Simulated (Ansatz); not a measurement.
Relaxed TiTe₂ (CdI2 type):

```
CELL_PARAMETERS angstrom
      7.39497     0.00000     0.00000
     -1.84874     3.20212     0.00000
      0.00000     0.00000     6.38480
ATOMIC_POSITIONS crystal
  Ti 0.00000 0.00000 0.00000
  Ti 0.50000 0.00000 0.00000
  Te 0.16667 0.66667 0.27107
  Te 0.66667 0.66667 0.27107
  Te 0.33333 0.33333 0.72893
  Te 0.83333 0.33333 0.72893
```

Scan: atom 3 (Te, nearest neighbour Ti at 2.748 Å; its periodic images, 3.7 Å or more away, move with it) is displaced along Cartesian x, direction (1.000, 0.000, 0.000) in Cartesian axes, by s. The other atoms stay.

Level of theory: PBE-D3(BJ) (plane waves to 420 eV, PAW, scalar-relativistic; Ansatz, a quantum-chemistry and plane-wave program). k mesh 6×12×6 (Γ-centred), Fermi-Dirac smearing 0.05 eV. E stands for the smeared free energy. With partly filled bands, energies and forces of such displacements shift with the k mesh and the smearing. Spin-orbit coupling is left out, though Te is heavy. The PAW data are Ansatz's earlier set. TiTe2 is run without spin polarisation. TiTe2 was relaxed with its symmetry unable to fall. ΔE is measured from the undisplaced structure. The last digit holds for this mesh only.

| s (Å) | ΔE (meV/cell) |
|---|---|
| -0.270 | 212.4 |
| -0.216 | 135.5 |
| -0.162 | 76.0 |
| -0.108 | withheld |
| -0.054 | 8.4 |
| 0.000 | 0.0 |
| 0.054 | 8.5 |
| 0.108 | 33.9 |
| 0.162 | 76.6 |
| 0.216 | 136.9 |
| 0.270 | 215.1 |

Fit a polynomial form (powers 2, 3, 4) to the given rows and predict ΔE at s = -0.108.

Least squares on the 10 given rows: ΔE = (2895)·s² + (68.82)·s³ + (515.6)·s⁴, in meV/cell with s in Å; root-mean-square residual 0.03 meV/cell. At -0.108 the fit gives 33.8 meV/cell; the calculation gives 33.7 meV/cell, so the interpolation is off by 0.1 (+0.3 %). The quadratic term alone would give 33.8 meV/cell.

(A displaced cell: forces are minus the slopes of the energy, force constants its curvatures, and phonons follow from these.)
